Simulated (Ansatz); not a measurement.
TiSi2:
```
TiSi2
1.0
    0.00000     4.11295     4.26495
    2.38736     0.00000     4.26495
    2.38736     4.11295     0.00000
Si Ti
4 2
Cartesian
  2.38736   5.44644   4.26495
  2.38736   2.77946   4.26495
  3.58104   4.83593   6.39742
  3.58104   7.50292   6.39742
  0.00000   0.00000   0.00000
  1.19368   2.05648   2.13247
```

Relaxed with r²SCAN. Special points in fractions of this cell's reciprocal vectors: Γ (0.000, 0.000, 0.000); Y (0.500, 0.000, 0.500); T (1.000, 0.500, 0.500); Z (0.500, 0.500, 0.000); Σ0 (0.000, 0.413, 0.413); U0 (1.000, 0.587, 0.587); C0 (0.500, 0.244, 0.744); A0 (0.500, 0.756, 0.256); L (0.500, 0.500, 0.500).

Task: List the band energies nearest the Fermi level at these points for plane-wave PAW r²SCAN (Ansatz code).

Result: In eV from the Fermi level; about four levels below and three above (degenerate sets whole), none deeper than 8.9 eV; points with the same levels are listed once.

```
k                     below                          above
--  -----------------------  -----------------------------
Γ   -2.32 -2.01 -1.54 -0.99                 2.27 3.37 3.65
Y   -2.51 -2.51 -0.92 -0.92  1.39 1.39 3.57 3.57 3.58 3.58
T   -1.15 -1.15 -0.71 -0.71            0.89 0.89 2.46 2.46
Z   -1.76 -1.76 -1.06 -1.06            0.80 0.80 3.43 3.43
Σ0  -2.51 -2.23 -1.47 -0.44                 0.06 0.18 0.77
C0  -1.81 -1.81 -1.49 -1.49            1.50 1.50 2.33 2.33
L   -2.74 -2.07 -1.11 -0.02                 0.18 1.03 1.49
```

Space group Fddd. The cell was relaxed with r²SCAN under the symmetry of its start; of distortions, only those at the zone centre were tested. The run is not spin-polarised.

Potentials: the later of the program's two PAW sets.
